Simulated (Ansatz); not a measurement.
Ta₂GeN:
```xyz
8
Lattice="3.2757 0.0000 0.0000 -1.6379 2.8369 0.0000 0.0000 0.0000 11.9908" Properties=species:S:1:pos:R:3 pbc="T T T"
Ge     0.0000     1.8913     8.9931
Ge     1.6379     0.9456     2.9977
Ta     0.0000     1.8913     1.1047
Ta     1.6379     0.9456     7.1001
Ta     1.6379     0.9456    10.8860
Ta     0.0000     1.8913     4.8906
N      0.0000     0.0000     0.0000
N      0.0000     0.0000     5.9954
```

Relaxed with r²SCAN. Special points in fractions of this cell's reciprocal vectors: Γ (0.000, 0.000, 0.000); M (0.500, 0.000, 0.000); K (0.333, 0.333, 0.000); A (0.000, 0.000, 0.500); L (0.500, 0.000, 0.500); H (0.333, 0.333, 0.500).

Question: List the band energies nearest the Fermi level at these points for r²SCAN (plane waves, PAW; program Ansatz).

Answer: In eV from the Fermi level; about four levels below and three above (degenerate sets whole), none deeper than 8.9 eV; points with the same levels are listed once.

```json
[
 {"k": "Γ", "below": "-1.46 -1.46 -1.13 -0.35 -0.35", "above": "0.15 0.50 0.70 0.70"},
 {"k": "M", "below": "-3.68 -3.28 -0.87 -0.43", "above": "0.79 0.90 1.32"},
 {"k": "K", "below": "-3.99 -3.99 -2.14 -0.86 -0.86", "above": "0.06 0.06 0.09"},
 {"k": "A", "below": "-1.55 -1.55 -1.55 -1.55 -0.33 -0.33", "above": "0.04 0.04 0.04 0.04"},
 {"k": "L", "below": "-3.46 -3.46 -0.66 -0.66", "above": "0.79 0.79 1.45 1.45"},
 {"k": "H", "below": "-1.19 -1.19 -1.05 -1.05", "above": "0.24 0.24 2.63 2.63"}
]
```

Space group P6_3/mmc. The start of the workflow was typed in or built on a structure type; neither database checked (COD, Materials Project) lists it. Its standing as an ambient phase is unchecked. The r²SCAN relaxation kept the symmetry of its start; whether a distortion lowers the energy is not shown. The run is not spin-polarised. Scalar-relativistic: spin–orbit coupling is off unless named, which matters more the heavier the elements.

Potentials: the earlier of the program's two PAW sets.
